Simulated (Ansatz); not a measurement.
This cell of Ge (diamond) is off equilibrium:

```yaml
crystal:
  lattice:
    - [0.00000, 5.67439, 5.67439]
    - [2.83720, 0.00000, 2.83720]
    - [2.83720, 2.83720, 0.00000]
  atoms:
    - { symbol: Ge, position: [0.26424, 0.49050, 0.49050] }
    - { symbol: Ge, position: [0.73576, 0.50950, 0.50950] }
    - { symbol: Ge, position: [0.36076, 0.75950, 0.75950] }
    - { symbol: Ge, position: [0.88924, 0.74050, 0.74050] }
```

Level of theory: r2SCAN (plane waves to 500 eV, PAW, scalar-relativistic; Ansatz, an electronic-structure program). k mesh 5×10×10 (Γ-centred), Fermi-Dirac smearing 0.05 eV. Stress and pressure are positive under compression. As the smearing reaches across the gap at some points, energies and forces of such displacements shift with the k mesh and the smearing. Ge was relaxed with its symmetry unable to fall.

**Question.** Predict the force on every atom, in eV/Å.

**Answer.** 
```
atom      Fx      Fy      Fz
----  ------  ------  ------
Ge1    0.607  -0.607  -0.607
Ge2   -0.731   0.731   0.731
Ge3   -0.607   0.607   0.607
Ge4    0.731  -0.731  -0.731
```

(For displaced atoms, the force is minus the slope of the energy, and its curvature is a force constant, which sets phonon frequencies.)
